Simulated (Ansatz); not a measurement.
Ti (hcp, Mg type)

```
CELL_PARAMETERS angstrom
      2.93588     0.00000     0.00000
     -1.46794     2.54255     0.00000
      0.00000     0.00000     4.63656
ATOMIC_POSITIONS crystal
  Ti 0.33333 0.66667 0.75000
  Ti 0.66667 0.33333 0.25000
```

The slice is a (0001) plane (indices of the conventional cell) through the point (0.667, 0.333, 0.250) (fractional), spanned by u = [110] and v = [1 -1 0] in vectors of this cell: u (2.94 Å) and v (5.09 Å, at 90° to u). It covers one period; positions are fractions (u, v).

Method: r2SCAN (plane waves to 500 eV, PAW, scalar-relativistic; Ansatz, a first-principles code). k mesh 18×18×10. Inside the PAW spheres the values are not all-electron values, and peaks at nuclei hang on which shells count as valence. Ti is run without spin polarisation. Ti was relaxed with its symmetry unable to fall.

Three fields on this plane, each scaled to ten steps between its own extremes (0 low, 9 high; the total valence density on a logarithmic scale, the potential cut 8 eV below its top; x marks points blanked near nuclei; v = 0 in the bottom row):

Map A
```
|xxxxxxx42124xxxxxx|
|xxxxxx7311137xxxxx|
|xxxxxx5100015xxxxx|
|xxxxx731000137xxxx|
|xxxx84100000148xxx|
|xx974210000012479x|
|776432100000123467|
|554432111111123445|
|554433334443333445|
|55444568xxx8654445|
|555569xxxxxxx96555|
|55569xxxxxxxxx9655|
|4458xxxxxxxxxxx854|
|4459xxxxxxxxxxx954|
|345xxxxxxxxxxxxx54|
|235xxxxxxxxxxxxx53|
|124xxxxxxxxxxxxx42|
|1137xxxxxxxxxxx731|
|0015xxxxxxxxxxx510|
|00137xxxxxxxxx7310|
|000148xxxxxxx84100|
|00012479xxx9742100|
|000123467776432100|
|111123445554432111|
|443333445554433334|
|xx865444555444568x|
|xxxx96555555569xxx|
|xxxxx965555569xxxx|
|xxxxxx8544458xxxxx|
|xxxxxx9544459xxxxx|
|xxxxxxx54345xxxxxx|
|xxxxxxx53235xxxxxx|
```

Map B
```
|xxxxxxx01210xxxxxx|
|xxxxxx0011100xxxxx|
|xxxxxx0012100xxxxx|
|xxxxx000222000xxxx|
|xxxx00012321000xxx|
|xx100012232210001x|
|111111122222111111|
|444432100000123444|
|887531000000013578|
|99852000xxx0002589|
|997410xxxxxxx01479|
|98521xxxxxxxxx1258|
|7631xxxxxxxxxxx136|
|6421xxxxxxxxxxx124|
|431xxxxxxxxxxxxx13|
|210xxxxxxxxxxxxx01|
|210xxxxxxxxxxxxx01|
|1100xxxxxxxxxxx001|
|2100xxxxxxxxxxx001|
|22000xxxxxxxxx0002|
|321000xxxxxxx00012|
|32210001xxx1000122|
|222111111111111122|
|000123444444432100|
|000013578887531000|
|xx000258999852000x|
|xxxx01479997410xxx|
|xxxxx125898521xxxx|
|xxxxxx1367631xxxxx|
|xxxxxx1246421xxxxx|
|xxxxxxx13431xxxxxx|
|xxxxxxx01210xxxxxx|
```

Map C
```
|xxxxxxx25652xxxxxx|
|xxxxxx0367630xxxxx|
|xxxxxx1467641xxxxx|
|xxxxx036787630xxxx|
|xxxx02578887520xxx|
|xx003467888764300x|
|233456677777665433|
|666666655555666666|
|888765432123456788|
|99875300xxx0035789|
|998630xxxxxxx03689|
|99740xxxxxxxxx0479|
|8852xxxxxxxxxxx258|
|7740xxxxxxxxxxx047|
|763xxxxxxxxxxxxx36|
|652xxxxxxxxxxxxx25|
|652xxxxxxxxxxxxx25|
|7630xxxxxxxxxxx036|
|7641xxxxxxxxxxx146|
|87630xxxxxxxxx0367|
|887520xxxxxxx02578|
|88764300xxx0034678|
|777665433233456677|
|555666666666666655|
|123456788888765432|
|xx003578999875300x|
|xxxx03689998630xxx|
|xxxxx047999740xxxx|
|xxxxxx2588852xxxxx|
|xxxxxx0477740xxxxx|
|xxxxxxx36763xxxxxx|
|xxxxxxx25652xxxxxx|
```

### Question
Assign the maps to these fields: electron localisation function (ELF); valence electron density; electrostatic potential energy of an electron, from the cell's mean.

### Answer
A is the valence electron density; B is the electron localisation function (ELF); C is the electrostatic potential energy of an electron, from the cell's mean.
